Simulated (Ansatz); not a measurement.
BeMo2:
```
BeMo2
1.0
    0.00000     3.61953     3.61953
    3.61953     0.00000     3.61953
    3.61953     3.61953     0.00000
Mo Be
4 2
Cartesian
  4.52441   4.52441   4.52441
  4.52441   2.71465   2.71465
  2.71465   4.52441   2.71465
  2.71465   2.71465   4.52441
  1.80976   1.80976   1.80976
  0.00000   0.00000   0.00000
```

Relaxed with PBE. Special points in fractions of this cell's reciprocal vectors: Γ (0.000, 0.000, 0.000); X (0.500, 0.000, 0.500); U (0.625, 0.250, 0.625); K (0.375, 0.375, 0.750); L (0.500, 0.500, 0.500); W (0.500, 0.250, 0.750).

List the band energies nearest the Fermi level at these points for plane-wave PAW PBE with spin–orbit coupling (Ansatz code).

In eV from the Fermi level; about four levels below and three above (degenerate sets whole), none deeper than 8.9 eV; … stands for higher levels left out; points with the same levels are listed once.

```csv
k,below,above
Γ,-2.93 -2.93 -2.93 -2.93,1.15 1.15 1.26 1.26
X,-0.12 -0.12 -0.12 -0.12,…
U,-1.00 -1.00 -0.36 -0.36,0.48 0.48 0.52 0.52
L,-0.15 -0.15 -0.10 -0.10,1.88 1.88 2.00 2.00
W,-1.06 -1.06 -0.99 -0.99,0.09 0.09 0.15 0.15
```

Space group Fd-3m (cubic Laves (MgCu2 type)). The cell is a constructed one: a structure type filled with these elements; neither database checked (COD, Materials Project) lists it. Whether it is the stable phase at ambient conditions was not checked. The PBE relaxation kept the symmetry of its start; its stability against distortions is not shown here. The run is not spin-polarised.

Potentials: the earlier of the program's two PAW sets.
